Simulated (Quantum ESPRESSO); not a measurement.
# Kohn-Sham bands of CsPbBr3 (cubic perovskite)

```yaml
crystal:
  lattice:
    - [5.94863, 0.00000, 0.00000]
    - [0.00000, 5.94863, 0.00000]
    - [0.00000, 0.00000, 5.94863]
  atoms:
    - { symbol: Cs, position: [0.00000, 0.00000, 0.00000] }
    - { symbol: Pb, position: [0.50000, 0.50000, 0.50000] }
    - { symbol: Br, position: [0.50000, 0.50000, 0.00000] }
    - { symbol: Br, position: [0.00000, 0.50000, 0.50000] }
    - { symbol: Br, position: [0.50000, 0.00000, 0.50000] }
```

Materials Project entry mp-600089; symmetrised, unrelaxed at this level. COD (Crystallography Open Database) records the formula in this space group. Ideal cubic forms of this type are often high-temperature phases that distort on cooling; symmetry holds the cell here, and its stability was not tested. Computed values, not measurements, from PBEsol: Quantum ESPRESSO (norm-conserving PseudoDojo potentials, cutoff 50 Ry, no spin polarisation, no spin-orbit coupling) on a Γ-centred 6×6×6 mesh, then Wannier90. Density: 6×6×6 mesh, cold smearing 0.01 Ry. Spin-orbit coupling is left out although heavy elements are present.

List the Kohn-Sham levels between −8 and 4.6 eV relative to the valence-band maximum at the high-symmetry points, as a band run of pw.x on that density gives them (levels within 2 meV counted together).


```
point  k (reciprocal lattice)                                                                 levels (eV)
-----  ----------------------  --------------------------------------------------------------------------
Γ           0.000 0.000 0.000                  -6.93, -4.02 (×3), -1.88 (×3), -1.78 (×3), 3.09, 4.30 (×2)
X           0.000 0.500 0.000  -7.60, -3.93 (×2), -2.52, -2.03 (×2), -2.00, -1.88 (×2), -1.30, 2.58, 4.53
M           0.500 0.500 0.000        -3.79, -2.75, -2.18 (×2), -2.09 (×2), -2.05, -1.44, -0.64, 2.12 (×2)
R           0.500 0.500 0.500                         -2.57 (×3), -2.04 (×2), -1.42 (×3), 0.00, 1.59 (×3)
```
